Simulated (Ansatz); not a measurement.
C in space group P4_32_12 (No. 96; C on 4a, C on 8b), plane-wave PAW r²SCAN (Ansatz code). The conduction-band minimum lies at Γ, with 1 equivalent valley. Second derivatives d²E/dk² of the lowest band at one valley (eV·Å²), along Cartesian directions:

| direction | d²E/dk² |
|---|---|
| [100] | 17.89 |
| [010] | 17.89 |
| [001] | 19.19 |
| [110] | 17.88 |
| [101] | 18.53 |
| [011] | 18.53 |

Question: Find the principal effective masses, the density-of-states mass and the conductivity mass.

Answer: Off-diagonal terms follow from H_xy = H[110] − (H_xx + H_yy)/2, and m*/mₑ = 7.620 eV·Å² over each eigenvalue: 0.40, 0.43, 0.43. One valley's DOS mass (m₁m₂m₃)^(1/3) = 0.42, conductivity mass 3/(Σ 1/mᵢ) = 0.42 mₑ.

Question: What effective density of states Nc follows at 300 K for parabolic valleys?

Answer: Nc = 2.509e19 × 1 × (0.42)^(3/2) ≈ 6.8e18 cm⁻³.

The start of the workflow was typed in or built on a structure type; neither database checked (COD, Materials Project) lists it. It is not the phase usual at ambient conditions (space group No. 194, 227). Symmetry was held in the r²SCAN relaxation; whether a distortion lowers the energy is not shown.

Potentials: the later of the program's two PAW sets.

Edges and masses are those of Kohn–Sham bands, whose gap is no quasiparticle gap.
